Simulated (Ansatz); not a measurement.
The following input was run with Ansatz 0.2.0.

```yaml
crystal:
  lattice:
    - [8.684593661, 0.0, 0.0]
    - [0.0, 8.684593661, 0.0]
    - [0.0, 0.0, 2.9654195]
  atoms:
    - { symbol: V, position: [0.84269723, 0.15730277, 0.5] }
    - { symbol: V, position: [0.15730277, 0.84269723, 0.5] }
    - { symbol: V, position: [0.65730277, 0.65730277, 0.0] }
    - { symbol: V, position: [0.34269723, 0.34269723, 0.0] }
    - { symbol: V, position: [0.3873278, 0.6126722, 0.5] }
    - { symbol: V, position: [0.6126722, 0.3873278, 0.5] }
    - { symbol: V, position: [0.1126722, 0.1126722, 0.0] }
    - { symbol: V, position: [0.8873278, 0.8873278, 0.0] }
    - { symbol: V, position: [0.88508899, 0.62675076, 0.5] }
    - { symbol: V, position: [0.11491101, 0.37324924, 0.5] }
    - { symbol: V, position: [0.61491101, 0.12675076, 0.0] }
    - { symbol: V, position: [0.38508899, 0.87324924, 0.0] }
    - { symbol: V, position: [0.62675076, 0.88508899, 0.5] }
    - { symbol: V, position: [0.37324924, 0.11491101, 0.5] }
    - { symbol: V, position: [0.12675076, 0.61491101, 0.0] }
    - { symbol: V, position: [0.87324924, 0.38508899, 0.0] }
    - { symbol: "N", position: [0.0, 0.0, 0.5] }
    - { symbol: "N", position: [0.5, 0.5, 0.0] }
basis:
  ecutwfc: 420
kpoints:
  mp_grid: { grid: [4, 4, 12] }
hamiltonian:
  xc: pbesol
scf:
  occupations: { method: gaussian, width: 0.1 }
output:
  forces: true
  stress: true
  eigenvalues: true
relax:
  adjacent_minimum: "off"
  f_tol: 0.01
  max_steps: 40
```

Launched with
```bash
ansatz run input.yaml --threads 4 --pin off --max-ram 10240MiB --backend cpu --events-out ev --progress --plain --runs-dir out
```

Computed with Ansatz 0.2.0, DFT PBEsol, scalar-relativistic, plane waves, PAW.

From the run's log, abridged:

```
Warning: output.stress: scf.convergence.dr2_threshold = 1e-7 eV (the SCF's general default) is looser than the 1.8e-9 eV advised for a printed stress (1e-10 eV for each atom of the cell: 18). ...
Pseudopotentials: kind: paw
Pseudopotential: V, paw, valence charge 13, recommended cutoff 420 eV (normal)
Pseudopotential: N, paw, valence charge 5, recommended cutoff 420 eV (normal)
Functional definition: PBEsol
Crystal: 18 atoms, lattice volume = 223.658 Å³
Basis set: ecut = 420 eV, 4361 PW (Γ), exchange–correlation on 120×120×40 points (8 copies of the dense FFT grid, shifted against one another)
Bands: 131, of which v1, the nominal top of the filled ones, is band 109 counted from 1 (108 counted from 0)
Symmetry: 16 space group operations
Space group: P42/mnm (ITA 136), of the structure as read, at distance tolerance 6.1e-5 Å
k-points: 42 of 192
Initial density: superposition of atomic densities (neutral atoms: chi_scale 0, normalization atom), corrected by the library's trained network
Initial wavefunctions: pseudopotential atomic-orbital guess
Functional: x = pbesol(κ = 0.804, μ = 0.12345679), c = pbesol(β = 0.046)
SCF iter   1: F=—  HF=-46928.457759 eV  |F-HF|=—  |Δ(HF+E_count)|=         —  Δρ=1.39e-2  dr2=5.05e-1  ethr=1.77e-3  ⟨swp⟩=6.0  Hψ=19714  notcnv=0
SCF iter   2: F=—  HF=-46928.380742 eV  |F-HF|=—  |Δ(HF+E_count)|=   7.70e-2  Δρ=5.44e-3  dr2=9.38e-2  ethr=2.32e-4  ⟨swp⟩=2.9  Hψ=8367  notcnv=0  defer=565
SCF iter   3: F=—  HF=-46928.367008 eV  |F-HF|=—  |Δ(HF+E_count)|=   1.37e-2  Δρ=1.26e-3  dr2=4.65e-3  ethr=4.30e-5  ⟨swp⟩=2.0  Hψ=6696  notcnv=0  defer=565
SCF iter   4: F=—  HF=-46928.366215 eV  |F-HF|=—  |Δ(HF+E_count)|=   7.93e-4  Δρ=3.86e-4  dr2=4.66e-4  ethr=2.13e-6  ⟨swp⟩=2.0  Hψ=6507  notcnv=0  defer=565
SCF iter   5: F=—  HF=-46928.366289 eV  |F-HF|=—  |Δ(HF+E_count)|=   7.40e-5  Δρ=1.10e-4  dr2=2.82e-5  ethr=2.14e-7  ⟨swp⟩=2.0  Hψ=7054  notcnv=0  defer=565
SCF iter   6: F=—  HF=-46928.366284 eV  |F-HF|=—  |Δ(HF+E_count)|=   4.75e-6  Δρ=2.98e-5  dr2=2.66e-6  ethr=1.15e-9  ⟨swp⟩=10.3  Hψ=23156  notcnv=0
SCF iter   7: F=-46928.366284 eV  HF=-46928.366284 eV  |F-HF|=2.03e-7  |Δ(HF+E_count)|=   4.52e-8  Δρ=8.43e-6  dr2=2.42e-7  ethr=1.15e-9  ⟨swp⟩=4.5  Hψ=16008  notcnv=0
SCF 1 converged in 7 iterations: F = -46928.366284 eV  dr2 = 2.42e-7
relax step   1: F+E_penalty+E_count = -46928.36628426 eV  Δ(F+E_penalty+E_count) = +0.000e0 eV  max|allowed force component| = 1.859e-1 eV/Å  Δτ_max = 0.0000 Å  (7 SCF iters, dr2 threshold 2.50e-6 eV, accepted)
Initial density: handed on by an earlier stage of this run
Initial wavefunctions: those handed on with the density
SCF iter   1: F=—  HF=-46928.375315 eV  |F-HF|=—  |Δ(HF+E_count)|=         —  Δρ=2.01e-3  dr2=2.69e-2  ethr=1.25e-5  ⟨swp⟩=1.0  Hψ=13046  notcnv=0  defer=11
SCF iter   2: F=—  HF=-46928.373757 eV  |F-HF|=—  |Δ(HF+E_count)|=   1.56e-3  Δρ=8.62e-4  dr2=6.59e-3  ethr=1.23e-5  ⟨swp⟩=1.0  Hψ=4937  notcnv=0  defer=11
SCF iter   3: F=—  HF=-46928.373129 eV  |F-HF|=—  |Δ(HF+E_count)|=   6.28e-4  Δρ=1.94e-4  dr2=3.44e-4  ethr=3.02e-6  ⟨swp⟩=2.0  Hψ=5725  notcnv=0  defer=11
SCF iter   4: F=—  HF=-46928.373226 eV  |F-HF|=—  |Δ(HF+E_count)|=   9.68e-5  Δρ=7.07e-5  dr2=1.46e-5  ethr=1.58e-7  ⟨swp⟩=2.0  Hψ=6739  notcnv=0  defer=11
SCF iter   5: F=-46928.373221 eV  HF=-46928.373222 eV  |F-HF|=8.15e-7  |Δ(HF+E_count)|=   4.57e-6  Δρ=2.01e-5  dr2=9.89e-7  ethr=6.69e-9  ⟨swp⟩=2.0  Hψ=6846  notcnv=0  defer=11
SCF iter   6: F=-46928.373221 eV  HF=-46928.373221 eV  |F-HF|=1.49e-7  |Δ(HF+E_count)|=   1.81e-7  Δρ=7.55e-6  dr2=1.92e-7  ethr=4.54e-10  ⟨swp⟩=7.2  Hψ=22854  notcnv=0
SCF 2 converged in 6 iterations: F = -46928.373221 eV  dr2 = 1.92e-7
relax step   2: F+E_penalty+E_count = -46928.37322121 eV  Δ(F+E_penalty+E_count) = -6.937e-3 eV  max|allowed force component| = 6.335e-2 eV/Å  Δτ_max = 0.0088 Å  (6 SCF iters, dr2 threshold 2.16e-6 eV, accepted)
SCF iter   1: F=—  HF=-46928.374871 eV  |F-HF|=—  |Δ(HF+E_count)|=         —  Δρ=8.01e-4  dr2=3.06e-3  ethr=5.00e-5  ⟨swp⟩=2.0  Hψ=8396  notcnv=0  defer=4
SCF iter   2: F=—  HF=-46928.374499 eV  |F-HF|=—  |Δ(HF+E_count)|=   3.72e-4  Δρ=3.90e-4  dr2=9.22e-4  ethr=1.40e-6  ⟨swp⟩=2.0  Hψ=6564  notcnv=0  defer=4
SCF iter   3: F=—  HF=-46928.374293 eV  |F-HF|=—  |Δ(HF+E_count)|=   2.05e-4  Δρ=1.04e-4  dr2=7.63e-5  ethr=4.23e-7  ⟨swp⟩=2.0  Hψ=6679  notcnv=0  defer=4
SCF iter   4: F=—  HF=-46928.374401 eV  |F-HF|=—  |Δ(HF+E_count)|=   1.08e-4  Δρ=3.08e-5  dr2=3.10e-6  ethr=3.50e-8  ⟨swp⟩=2.0  Hψ=6819  notcnv=0  defer=4
SCF iter   5: F=—  HF=-46928.374401 eV  |F-HF|=—  |Δ(HF+E_count)|=   4.80e-7  Δρ=9.84e-6  dr2=2.95e-7  ethr=1.42e-9  ⟨swp⟩=2.0  Hψ=6854  notcnv=0  defer=4
SCF iter   6: F=-46928.374400 eV  HF=-46928.374401 eV  |F-HF|=1.69e-8  |Δ(HF+E_count)|=   6.81e-8  Δρ=2.86e-6  dr2=2.28e-8  ethr=1.15e-10  ⟨swp⟩=8.2  Hψ=18918  notcnv=0
SCF 3 converged in 6 iterations: F = -46928.374400 eV  dr2 = 2.28e-8
relax step   3: F+E_penalty+E_count = -46928.37440049 eV  Δ(F+E_penalty+E_count) = -1.179e-3 eV  max|allowed force component| = 1.381e-2 eV/Å  Δτ_max = 0.0050 Å  (6 SCF iters, dr2 threshold 2.51e-7 eV, accepted)
SCF iter   1: F=—  HF=-46928.374346 eV  |F-HF|=—  |Δ(HF+E_count)|=         —  Δρ=1.75e-4  dr2=1.10e-4  ethr=9.69e-7  ⟨swp⟩=2.0  Hψ=8569  notcnv=0
SCF iter   2: F=—  HF=-46928.374334 eV  |F-HF|=—  |Δ(HF+E_count)|=   1.24e-5  Δρ=7.82e-5  dr2=1.99e-5  ethr=5.04e-8  ⟨swp⟩=1.0  Hψ=6342  notcnv=0
SCF iter   3: F=—  HF=-46928.374461 eV  |F-HF|=—  |Δ(HF+E_count)|=   1.27e-4  Δρ=1.47e-5  dr2=5.61e-7  ethr=9.14e-9  ⟨swp⟩=2.1  Hψ=5902  notcnv=0
SCF iter   4: F=-46928.374461 eV  HF=-46928.374461 eV  |F-HF|=2.53e-8  |Δ(HF+E_count)|=   1.16e-7  Δρ=3.64e-6  dr2=3.34e-8  ethr=2.57e-10  ⟨swp⟩=2.0  Hψ=6833  notcnv=0
SCF iter   5: F=-46928.374461 eV  HF=-46928.374461 eV  |F-HF|=2.82e-9  |Δ(HF+E_count)|=   4.55e-9  Δρ=1.12e-6  dr2=3.41e-9  ethr=1.53e-11  ⟨swp⟩=2.0  Hψ=6666  notcnv=0
SCF iter   6: F=-46928.374461 eV  HF=-46928.374461 eV  |F-HF|=4.66e-10  |Δ(HF+E_count)|=  4.15e-10  Δρ=4.01e-7  dr2=5.14e-10  ethr=1.56e-12  ⟨swp⟩=4.4  Hψ=15684  notcnv=0
SCF 4 converged in 6 iterations: F = -46928.374461 eV  dr2 = 5.14e-10
relax step   4: F+E_penalty+E_count = -46928.37446112 eV  Δ(F+E_penalty+E_count) = -6.064e-5 eV  max|allowed force component| = 6.287e-3 eV/Å  Δτ_max = 0.0010 Å  (6 SCF iters, accepted)
SCF converged after 6 iterations
Free energy (F): -46928.374461 eV
Harris-Foulkes:  -46928.374461 eV  (|F-HF|=4.66e-10)
Internal energy: -46928.285036 eV  (E = F + TS)
E sigma→0 (E₀):  -46928.329748 eV
Entropy (-TS):   -0.089426 eV (-4.968 meV/atom)
Fermi energy:    16.529901 eV
--- Per-component energies (eV) ---
  E_band       = -2264.538173
  E_kinetic    = 5647.928970
  E_local      = -14623.843247  (includes V_loc(G=0)·N_el)
  E_nonlocal   = -621.856876
  E_hartree    = 6658.562296
  E_xc         = -2195.220209
  E_vxc        = -2795.887417  (∫ρ·V_xc dr)
  E_paw        = -17622.604830  (= ΣΔE_a)
  E_vpaw       = -3188.009232  (= ΣTr[D̂ρ^β])
  E_aug_tail   = 0.004359  (compensation charges beyond the density's cutoff)
  E_ewald      = -24173.706562
  E_core_change = 2.451063  (= ΣΔE_core)
  E_smearing   = -0.089426  (= −TS)
--- Forces (eV/Å), atoms counted from 1 ---
  atom   1  V     -0.00628689     0.00628689     0.00000000
  atom   2  V      0.00628689    -0.00628689     0.00000000
  atom   3  V      0.00628689     0.00628689     0.00000000
  atom   4  V     -0.00628689    -0.00628689     0.00000000
  atom   5  V     -0.00057131     0.00057131     0.00000000
  atom   6  V      0.00057131    -0.00057131     0.00000000
  atom   7  V      0.00057131     0.00057131     0.00000000
  atom   8  V     -0.00057131    -0.00057131     0.00000000
  atom   9  V     -0.00164722    -0.00101122     0.00000000
  atom  10  V      0.00164722     0.00101122     0.00000000
  atom  11  V      0.00164722    -0.00101122     0.00000000
  atom  12  V     -0.00164722     0.00101122     0.00000000
  atom  13  V     -0.00101122    -0.00164722     0.00000000
  atom  14  V      0.00101122     0.00164722     0.00000000
  atom  15  V     -0.00101122     0.00164722     0.00000000
  atom  16  V      0.00101122    -0.00164722     0.00000000
  atom  17  N      0.00000000     0.00000000     0.00000000
  atom  18  N      0.00000000     0.00000000     0.00000000
--- Stress (GPa, compression-positive) ---
       -5.079588       0.000000       0.000000
        0.000000      -5.079588       0.000000
        0.000000       0.000000      -5.207651
  P = ⅓ Tr σ = -5.1223 GPa (-51.223 kbar)
--- Band table (eV; the first three rows and the last of 42) ---
  k-point 0: bands = ["-47.3145", "-47.3076", "-47.2797", "-47.2797", "-46.9548", "-46.9356", "-46.9356", "-46.9222", "-46.8212", "-46.7538", "-46.7167", "-46.7167", "-46.6766", "-46.6766", "-46.6300", "-46.6029", "-21.5919", "-21.4789", "-21.3488", "-21.3458", "-21.3458", "-21.2651", "-21.2644", "-21.2452", "-21.2252", "-21.2252", "-21.2065", "-21.2065", "-21.1098", "-21.0700", "-21.0541", "-21.0541", "-21.0212", "-21.0084", "-21.0084", "-21.0020", "-20.9408", "-20.9015", "-20.8594", "-20.8594", "-20.8266", "-20.8172", "-20.8086", "-20.8086", "-20.7648", "-20.7505", "-20.7223", "-20.7223", "-20.7095", "-20.5826", "-20.5726", "-20.5726", "-20.4692", "-20.4692", "-20.4435", "-20.4295", "-20.4 ...
  k-point 1: bands = ["-47.3125", "-47.3060", "-47.2782", "-47.2782", "-46.9502", "-46.9321", "-46.9321", "-46.9195", "-46.8167", "-46.7534", "-46.7154", "-46.7154", "-46.6779", "-46.6779", "-46.6320", "-46.6067", "-21.5831", "-21.4740", "-21.3369", "-21.3369", "-21.3360", "-21.2859", "-21.2665", "-21.2557", "-21.2256", "-21.2256", "-21.2213", "-21.2213", "-21.1138", "-21.0852", "-21.0590", "-21.0590", "-21.0350", "-21.0229", "-21.0229", "-20.9974", "-20.9798", "-20.8850", "-20.8850", "-20.8740", "-20.8576", "-20.8039", "-20.8039", "-20.7913", "-20.7832", "-20.7664", "-20.7169", "-20.7169", "-20.6582", "-20.6070", "-20.5567", "-20.5567", "-20.4950", "-20.4950", "-20.4438", "-20.4361", "-20.4 ...
  k-point 2: bands = ["-47.3069", "-47.3016", "-47.2742", "-47.2742", "-46.9375", "-46.9223", "-46.9223", "-46.9120", "-46.8038", "-46.7521", "-46.7119", "-46.7119", "-46.6814", "-46.6814", "-46.6382", "-46.6179", "-21.5602", "-21.4619", "-21.3432", "-21.3205", "-21.3140", "-21.3140", "-21.2994", "-21.2744", "-21.2744", "-21.2309", "-21.2162", "-21.2162", "-21.1273", "-21.1228", "-21.0940", "-21.0940", "-21.0744", "-21.0352", "-21.0352", "-21.0250", "-20.9831", "-20.9171", "-20.9171", "-20.9058", "-20.8329", "-20.8286", "-20.8286", "-20.8245", "-20.8013", "-20.7333", "-20.6978", "-20.6978", "-20.6591", "-20.5938", "-20.5373", "-20.5373", "-20.5179", "-20.5179", "-20.4800", "-20.4442", "-20.4 ...
  k-point 41: bands = ["-47.2840", "-47.2840", "-47.2575", "-47.2575", "-46.8769", "-46.8769", "-46.8766", "-46.8766", "-46.7112", "-46.7112", "-46.7069", "-46.7069", "-46.7017", "-46.7017", "-46.6977", "-46.6977", "-21.5450", "-21.5450", "-21.4520", "-21.4520", "-21.4473", "-21.4473", "-21.2877", "-21.2877", "-21.2693", "-21.2693", "-21.2310", "-21.2310", "-21.2100", "-21.2100", "-21.2098", "-21.2098", "-21.0574", "-21.0574", "-21.0460", "-21.0460", "-21.0274", "-21.0274", "-20.9482", "-20.9482", "-20.8454", "-20.8454", "-20.7780", "-20.7780", "-20.7460", "-20.7460", "-20.7176", "-20.7176", "-20.7119", "-20.7119", "-20.5975", "-20.5975", "-20.5271", "-20.5271", "-20.5257", "-20.5257", "-20. ...
--- Relaxed structure (4 steps of the walk, 4 accepted, 0 SCFs on fresh bases) ---
  F+E_penalty+E_count = -46928.37446112 eV   max|allowed force component| = 6.287e-3 eV/Å
  atoms:
    - { symbol: V, position: [0.84278875, 0.15721124, 0.50000000] }
    - { symbol: V, position: [0.15721124, 0.84278875, 0.50000000] }
    - { symbol: V, position: [0.65721124, 0.65721124, 0.0] }
    - { symbol: V, position: [0.34278875, 0.34278875, 0.0] }
    - { symbol: V, position: [0.38852029, 0.61147970, 0.50000000] }
    - { symbol: V, position: [0.61147970, 0.38852029, 0.50000000] }
    - { symbol: V, position: [0.11147970, 0.11147970, 0.0] }
    - { symbol: V, position: [0.88852029, 0.88852029, 0.0] }
    - { symbol: V, position: [0.88521140, 0.62650500, 0.50000000] }
    - { symbol: V, position: [0.11478859, 0.37349499, 0.50000000] }
    - { symbol: V, position: [0.61478859, 0.12650500, 0.0] }
    - { symbol: V, position: [0.38521140, 0.87349499, 0.0] }
    - { symbol: V, position: [0.62650500, 0.88521140, 0.50000000] }
    - { symbol: V, position: [0.37349499, 0.11478859, 0.50000000] }
    - { symbol: V, position: [0.12650500, 0.61478859, 0.0] }
    - { symbol: V, position: [0.87349499, 0.38521140, 0.0] }
    - { symbol: N, position: [0.0, 0.0, 0.50000000] }
    - { symbol: N, position: [0.5, 0.5, 0.0] }
```

The relaxation met its thresholds.

Time: 3.6 min on 4 threads of Intel(R) Xeon(R) Processor @ 2.50GHz (Skylake/Cascade Lake) (shared host), peak memory 1.6 GiB.